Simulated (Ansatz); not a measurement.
Name crystals whose computed values (plane-wave PAW LDA (Ansatz code)) fall in these windows: highest Γ mode, no LO–TO term (cm⁻¹) 240 to 300; Θ_D (K) 210 to 280.



| crystal | highest Γ mode, no LO–TO term (cm⁻¹) | Θ_D (K) |
|---|---|---|
| TaSe2, CdI2 type | 270 | 240 |
| PbF2, fluorite | 260 | 231 |
| LaTeCl, P4/nmm (La on 2c, Te on 2c, Cl on 2a) | 243 | 254 |
| PbS, NiAs type | 243 | 211 |
Others may fit too.

Not the usual ambient phase: PbS, NiAs type. Standing as an ambient phase not checked: TaSe2, CdI2 type; LaTeCl, P4/nmm (La on 2c, Te on 2c, Cl on 2a). Weakly bound layers, chains or molecules computed without a dispersion correction, so cells and soft constants are ill determined: TaSe2, CdI2 type. All cells were relaxed under the symmetry of their starts (and spin orders); stability against distortions was not tested throughout. Rows with no word on spin ran without spin polarisation. Spin–orbit coupling is left out wherever it is not named.

Potentials: the later of the program's two PAW sets.
